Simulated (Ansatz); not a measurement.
**Relaxing Cd**

Method: DFT PBEsol, scalar-relativistic, plane waves, PAW in Ansatz 0.2.0. Cutoff 420 eV, Γ-centred k mesh, Gaussian smearing, no spin polarisation in the final step.

The start is a database structure of Cd, space group P6_3/mmc (No. 194).

```yaml
crystal:
  lattice:
    - [2.97887, 0.00000, 0.00000]
    - [-1.48944, 2.57978, 0.00000]
    - [0.00000, 0.00000, 5.61765]
  atoms:
    - { symbol: Cd, position: [0.33333, 0.66667, 0.25000] }
    - { symbol: Cd, position: [0.66667, 0.33333, 0.75000] }
```

Steps on the 21×21×10 mesh (2 atoms). 4 of 5 steps are shown, and the free energy counts from the last. Trial steps that were taken back and renewals of the plane-wave basis can be among the rows.

```json
{"step": "1", "ΔF (meV/atom)": "3.2", "V (Å³/atom)": "21.59", "P (GPa)": "-1.58"}
{"step": "2", "ΔF (meV/atom)": "0.1", "V (Å³/atom)": "20.85", "P (GPa)": "0.58"}
{"step": "3", "ΔF (meV/atom)": "-0.1", "V (Å³/atom)": "21.05", "P (GPa)": "-0.03"}
{"step": "5", "ΔF (meV/atom)": "0.0", "V (Å³/atom)": "21.05", "P (GPa)": "0.00"}
```

A final relaxation ran on a 21×21×10 mesh. The relaxed crystal, P6_3/mmc (No. 194):

Space group P6_3/mmc (No. 194). a = 2.946 Å, b = 2.946 Å, c = 5.604 Å, α = 90.00°, β = 90.00°, γ = 120.00°
| atom | site | symmetry | x | y | z |
| --- | --- | --- | --- | --- | --- |
| Cd | 2c | -6m2 | 0.3333 | 0.6667 | 0.2500 |

```json
{
 "Volume per atom": "21.05 Å³",
 "Density": "8.87 g/cm³",
 "Gap on the 21×21×10 mesh": "0 eV (a metal)"
}
```

The final run used a 21×21×10 mesh on its 2-atom cell and 0.10 eV smearing.

Symmetry constrained the relaxation, so the result can be a saddle point.